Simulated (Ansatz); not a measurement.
**SiB: computed property card**

SiB:
```
SiB
1.0
    3.17357     0.00000     0.00000
   -1.58679     2.74839     0.00000
    0.00000     0.00000     5.83640
Si B
2 2
Direct
  0.33333   0.66667   0.35713
  0.66667   0.33333   0.85713
  0.33333   0.66667   0.01786
  0.66667   0.33333   0.51786
```

Space group P6_3mc (No. 186), wurtzite; conventional cell a = b = 3.1736 Å, c = 5.8364 Å, α = β = 90.00°, γ = 120.00°.

Method: the program Ansatz at the r²SCAN level (PAW). Structure relaxed to zero pressure with the same functional. Other levels are named where they apply.

**Cell and energy**

| Property | Value |
|---|---|
| Volume per atom | 12.73 Å³ |
| Density | 2.54 g/cm³ |
| Formation energy from the elements (no fitted shifts) | 0.40 eV/atom |

**Electronic structure**

| Item | Result |
|---|---|
| Electronic character | metallic (no gap) |
| Density of states at the Fermi level | 0.35 states/eV per atom (mean over ±0.08 eV) |

**Mechanics**

| Item | Result |
|---|---|
| Bulk modulus (Birch–Murnaghan fit) | 126 GPa |
| Pressure derivative B′ | 3.7 |
| Elastic constants (relaxed ions, GPa) | C11 = 99.5, C12 = 146, C13 = 108, C33 = 324, C44 = 87.7 |
| Mechanical stability | unstable (C has a negative eigenvalue) |

**Phonons**

| Quantity | Value |
|---|---|
| Highest zone-centre frequency | 760 cm⁻¹ |
| Zone-centre stability | no imaginary mode at Γ |

The first step of the workflow began from a Materials Project structure, measured or hypothetical; the Crystallography Open Database copy checked does not list it. Its standing as an ambient phase is unchecked. Symmetry was held in the r²SCAN relaxation. Its formation energy is positive at this level, so the cell may be metastable or incomplete. As this level gives no gap, shear constants depend on the k-mesh and smearing (Fermi–Dirac, 0.1 eV here). As this level gives no gap, phonon frequencies hold no LO–TO term and depend on the k-mesh and smearing (Fermi–Dirac, 0.1 eV here). The references are the lowest solids computed at this level, not always the standard phases.

Potentials: the later of the program's two PAW sets.
